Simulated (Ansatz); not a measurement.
Ta$_{4}$C$_{3}$ (Pm-3m), ideal shear of a crystal plane

The calculation used Ansatz 0.2.0, DFT PBEsol, scalar-relativistic, plane waves, PAW. Cutoff 420 eV, Γ-centred 9×9×5 k-points, Gaussian smearing of 0.15 eV. Spin–orbit coupling is left out, which can shift energies with elements as heavy as these. No spin polarisation. Energies are free energies at this smearing, counted from the undisturbed cell; pressure is positive in compression.

Zero of the scan (relaxed at this level; it needn't be the usual structure):

```xyz
14
Lattice="0.0000 -4.4026 0.0000 0.0000 0.0000 -4.4026 8.8052 0.0000 0.0000" Properties=species:S:1:pos:R:3 pbc="T T T"
Ta    7.7046   -2.2013   -2.2013
Ta    3.3020   -2.2013   -2.2013
Ta    1.1007    0.0000   -2.2013
Ta    5.5033    0.0000   -2.2013
Ta    1.1007   -2.2013    0.0000
Ta    5.5033   -2.2013    0.0000
Ta    3.3020    0.0000    0.0000
Ta    7.7046    0.0000    0.0000
C     1.1007    0.0000    0.0000
C     5.5033    0.0000    0.0000
C     7.7046   -2.2013    0.0000
C     3.3020   -2.2013    0.0000
C     7.7046    0.0000   -2.2013
C     3.3020    0.0000   -2.2013
```

The cut lies on the cell's a–b face, a (1 0 0) plane (indices in the standard cell, whose axes needn't be the Cartesian ones shown) of area 19.38 Å², between layers 2.20 Å apart. Vector c is tilted by f times 1·a − 1·b (length 6.226 Å) with the atoms' Cartesian places fixed: one unrelaxed fault a cell. The traction is dγ/du, the slope of γ against the slip u in Å. Some rows repeat others by symmetry and weren't run.

```
     f  γ (mJ/m²) traction (GPa)
0.0000          0             0.0
0.0833        772            27.5
0.1667       2363            28.7
0.2500       3189            -0.5
0.3333       2238           -31.9
0.4167        495           -30.1
0.5000       -370             0.0
0.5833        495            30.1
0.6667       2238            31.9
0.7500       3189             0.5
0.8333       2363           -28.7
0.9167        772           -27.5
```

Q: Read off the first barrier and the stress needed to climb it, and compare with Frenkel's sinusoid.

A: The first sampled maximum lies at f = 0.250, a slip of 1.56 Å, with γ ≈ 3189 mJ/m², which stands in for the unstable fault energy γ_us, and the steepest sampled slope before it is 28.7 GPa. A sinusoid γ = γ_us sin²(πu/λ) with its maximum there has λ = 3.11 Å and a largest slope πγ_us/λ = 32.2 GPa (1 mJ/m² per Å = 0.01 GPa).

Q: Is there a metastable fault on this line?

A: The samples dip to a local minimum of -370 mJ/m² at f = 0.500. It lies at or under the start, so the start isn't the lowest stacking here: the two are rival polytypes.

The cut is rigid; relaxing the faces lowers these energies and usually the stresses.

In a metal these slopes depend on the k mesh and the smearing.

Cost: 7 runs of about 9.6 core-minutes in all, on Intel Xeon Platinum 8488C (Sapphire Rapids) (shared hosts).